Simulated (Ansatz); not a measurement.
Total density of states per atom from DFT-PBEsol in the program Ansatz with PAW potentials, in 0.25 eV bins, energy from the Fermi level:

(E (eV), states/eV/atom): (-7.85, 7.22); (-7.60, 0.39); (-7.35, 0.00); (-7.10, 0.00); (-6.85, 0.00); (-6.60, 2.86); (-6.35, 2.85); (-6.10, 4.18); (-5.85, 0.10); (-5.60, 0.00); (-5.35, 0.00); (-5.10, 0.10); (-4.85, 0.83); (-4.60, 0.77); (-4.35, 0.42); (-4.10, 0.46); (-3.85, 0.37); (-3.60, 0.27); (-3.35, 0.18); (-3.10, 0.15); (-2.85, 0.14); (-2.60, 0.71); (-2.35, 0.85); (-2.10, 0.97); (-1.85, 1.06); (-1.60, 1.08); (-1.35, 1.00); (-1.10, 0.91); (-0.85, 0.83); (-0.60, 0.52); (-0.35, 0.29); (-0.10, 0.09); (0.15, 0.00); (0.40, 0.00); (0.65, 0.01); (0.90, 0.02); (1.15, 0.04); (1.40, 0.10); (1.65, 0.22); (1.90, 0.26); (2.15, 0.30); (2.40, 0.32); (2.65, 0.38); (2.90, 0.55); (3.15, 0.51); (3.40, 0.65); (3.65, 0.62); (3.90, 0.36); (4.15, 0.30); (4.40, 0.40); (4.65, 0.39); (4.90, 0.58)

**Question.** Pick the material that matches.
(A) HgS, zinc blende
(B) CdHgSe2, P-4m2 (Cd on 1c, Hg on 1a, Se on 2g)
(C) HgO, P-6m2 (Hg on 1a, O on 1f)
(D) LaP, rock salt

**Answer.** B, CdHgSe2, P-4m2 (Cd on 1c, Hg on 1a, Se on 2g). Within 0.5 eV of the Fermi level: Se 4p 87 %, Hg 5d 7 %. Projections are on Löwdin-orthogonalised atomic valence shells; empty p or d shells of many metals are not among them.

The first step of the workflow began from a Materials Project structure, measured or hypothetical; the Crystallography Open Database copy checked does not list it. With Cd and Hg taken as one species the cell has the higher symmetry F-43m, so it may be an ordered model of a mixed-site phase. Its standing as an ambient phase is unchecked. The cell was relaxed with PBEsol under the symmetry of its start; of distortions, only those at the zone centre were tested. Spin–orbit coupling is left out wherever it is not named.

Potentials: the later of the program's two PAW sets.
